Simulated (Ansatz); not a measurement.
Consider the following.

SiB2W2:
```
CELL_PARAMETERS angstrom
      1.52381    -5.58932     0.00000
      1.52381     5.58932     0.00000
      0.00000     0.00000     3.11808
ATOMIC_POSITIONS crystal
  Si 0.00000 0.00000 0.00000
  W  0.36350 0.63650 0.50000
  W  0.63650 0.36350 0.50000
  B  0.20626 0.79374 0.00000
  B  0.79374 0.20626 0.00000
```

This is the PBEsol-relaxed structure.

Question: All from DFT-PBEsol in the program Ansatz with PAW potentials, unless another level is named. Predict the electronic character.

Answer: metallic (no gap).

Question: Predict the formation energy from the elements (no fitted shifts).

Answer: -0.24 eV/atom.

Question: Next, the density of states at the Fermi level?

Answer: 0.28 states/eV per atom (mean over ±0.08 eV).

Space group Cmmm. The start of the workflow was typed in or built on a structure type; neither database checked (COD, Materials Project) lists it. Whether it is the stable phase at ambient conditions was not checked. Symmetry was held in the PBEsol relaxation; whether a distortion lowers the energy is not shown. The run is not spin-polarised. The references are the lowest solids computed at this level, not always the standard phases. Scalar-relativistic: spin–orbit coupling is off unless named, which matters more the heavier the elements.

Potentials: the earlier of the program's two PAW sets. The files were generated under PBE; for other functionals the program regenerates the frozen cores, and for LDA and PBEsol the local potential too.
